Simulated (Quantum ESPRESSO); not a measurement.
Simulation results for Si (made-up cell, one site empty)

Computed with Quantum ESPRESSO 7.5. Calculation on a made-up crystal cell, not a measurement: periodic Kohn-Sham density functional theory in plane waves with PseudoDojo standard norm-conserving scalar-relativistic pseudopotentials, each functional with its own files (v0.5 for PBE, v0.4.1 for LDA and PBEsol), no spin polarisation, no spin-orbit coupling, atoms not relaxed, stress positive in tension, energies less a fixed whole-eV offset for each atom's element; levels are Kohn-Sham levels at fractions of this cell's reciprocal vectors, counted from the reference band (half the neutral cell's valence electrons, rounded up) at Gamma; error bars cover cutoff and k-mesh only, not smearing or the files; added strain carries the atoms with the cell, and shear is the tensor component; each bar is the largest change over components, and at least 0.002 eV, 0.002 eV per angstrom or 0.02 GPa; energies are for the whole cell, and the offsets were chosen from early runs and are not element reference energies.

## Si (made-up cell, one site empty)

```
Si
1.0
      5.5426     0.0024    -0.0027
      0.0024     5.5798     0.0304
     -0.0027     0.0304     5.5346
Si
7
Direct
  0.00164 -0.00346 0.02282
  0.01225 0.49521 0.51566
  0.53841 0.49906 -0.03197
  0.26547 0.25707 0.22271
  0.23941 0.72059 0.76225
  0.74183 0.22939 0.75549
  0.74725 0.75325 0.22766
```

- lattice type: zincblende/diamond
- empty site: 3
- functional: pbe
- cutoff: 490 eV
- fermi dirac smearing: 0.1 eV
- scf tolerance: 1e-07 eV
- electrons removed: 0
- k mesh: 6 x 6 x 6, shifted by half a step
- stress yy: withheld

Atoms:
| atoms element | atom site | atom energy offset (eV) |
| --- | --- | --- |
| Si | 1 | -115 |
| Si | 2 | -115 |
| Si | 4 | -115 |
| Si | 5 | -115 |
| Si | 6 | -115 |
| Si | 7 | -115 |
| Si | 8 | -115 |

## Withheld values
1. What stress yy does the calculation give for Si (made-up cell, one site empty)?
2. Give the table of levels values for Si (made-up cell, one site empty).

Answers
1. 3.467 GPa
2. 
Levels:
| level k point | next band up (eV) |
| --- | --- |
| Gamma | 0.09718 |
| (1/2,1/2,1/2) | 0.4262 |
| (0.15,0,0) | 0.1487 |
| (0,0.15,0) | 0.08824 |
| (0,0,0.15) | 0.1967 |

Further results for Si (made-up cell, one site empty):

* free energy less offsets: 2.883 eV
* smearing term minus ts: -0.08374 eV
* scf iterations: 11
* pressure: -3.495 GPa
* stress xx: 4.32 GPa
* stress zz: 2.697 GPa
* stress yz: -1.648 GPa
* stress xz: -0.2383 GPa
* stress xy: -1.876 GPa
* fermi level: -0.4677 eV
* reference band: 14
* error bar energy: 0.006729 eV
* error bar stress: 0.02 GPa
* error bar force: 0.005038 eV/Å
* error bar next band up: 0.002 eV
* error bar fermi level: 0.004303 eV
* error bars from: tighter rerun of a related cell

Forces:
| site | x (eV/Å) | y (eV/Å) | z (eV/Å) |
| --- | --- | --- | --- |
| 1 | 0.6516 | 0.2498 | -1.401 |
| 2 | -1.085 | -0.8811 | -1.631 |
| 4 | -1.332 | 0.3958 | 1.003 |
| 5 | 0.03227 | 0.6512 | 0.7161 |
| 6 | 0.3197 | 1.103 | 0.8725 |
| 7 | 1.291 | -0.7506 | -1.289 |
| 8 | 0.1231 | -0.7684 | 1.729 |
